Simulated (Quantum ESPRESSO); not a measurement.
B3GeP3C, a curve over strain

Simulated, not a measurement. The program is pw.x of Quantum ESPRESSO 7.5 (plane-wave density functional theory). The cell is made up: 8 atoms on a zincblende/diamond lattice, with randomly drawn elements, strain and displacements, not relaxed. PseudoDojo standard norm-conserving files (v0.5 for PBE, v0.4.1 for LDA and PBEsol) set the functional; there is no spin polarisation, spin-orbit coupling or dispersion term, and the masses in the input are unused placeholders.

Seven runs add a strain to one cell (the same along x and y); the atoms follow the cell and are not relaxed. Stress in the table is positive in tension.

Input of the run at -0.0035:

```
&control calculation='scf', pseudo_dir='./dojo.nc.sr.pbe.v0_5.standard.upf', outdir='./o', disk_io='low', tprnfor=.true., tstress=.true. /
&system ibrav=0, nat=8, ntyp=4, nbnd=31, ecutwfc=82.02448710, nosym=.true., tot_charge=0,
 occupations='smearing', smearing='fd', degauss=0.0073498644
/
&electrons conv_thr=7.350e-09, electron_maxstep=60, /
ATOMIC_SPECIES
B 1.0 B.upf
C 1.0 C.upf
Ge 1.0 Ge.upf
P 1.0 P.upf
CELL_PARAMETERS angstrom
4.6387 0.0 0.0
0.0 4.6387 0.0
0.0 0.0 4.655
ATOMIC_POSITIONS angstrom
B -0.0963 0.0009 -0.0303
B 0.0085 2.3263 2.2342
B 2.2915 -0.0234 2.304
Ge 2.226 2.3134 -0.0317
P 1.2094 1.0334 1.1462
P 0.9587 3.4971 3.4124
C 3.4046 1.1504 3.332
P 3.5012 3.4536 1.2136
K_POINTS automatic
6 6 6 1 1 1
```

```
added strain  free energy less that of the input shown (eV)  stress xx (GPa)  stress yy (GPa)  stress zz (GPa)  stress xy (GPa)  pressure (GPa)  iterations
     -0.0202                                         0.1255            -8.68           -10.50            -6.40            -3.32            8.52          11
     -0.0136                                         0.0590            -5.85            -7.60            -5.00            -3.26            6.15          11
     -0.0035                                         0.0000            -1.83            -3.46            -3.05            -3.17            2.78          11
     +0.0037                                        -0.0121             0.84            -0.71            -1.78            -3.10            0.55          11
     +0.0095                                        -0.0035             2.87             1.38            -0.82            -3.05           -1.14          11
     +0.0123                                         0.0055             3.82             2.36            -0.38            -3.03           -1.93          11
     +0.0159                                         0.0223             5.00             3.57             0.16            -2.99           -2.91          11
```

A cubic fit gives a slope of stress xx against the added strain of 371 GPa at zero added strain, with the atoms clamped. Across the table the free energy follows the integral of the stress to within 1.0 meV. A rerun of one of the cells at 1347 eV and a 8 x 8 x 8 mesh moved values by no more than 0.002 eV in energy, 0.02 GPa in stress and 0.002 eV/Å in force.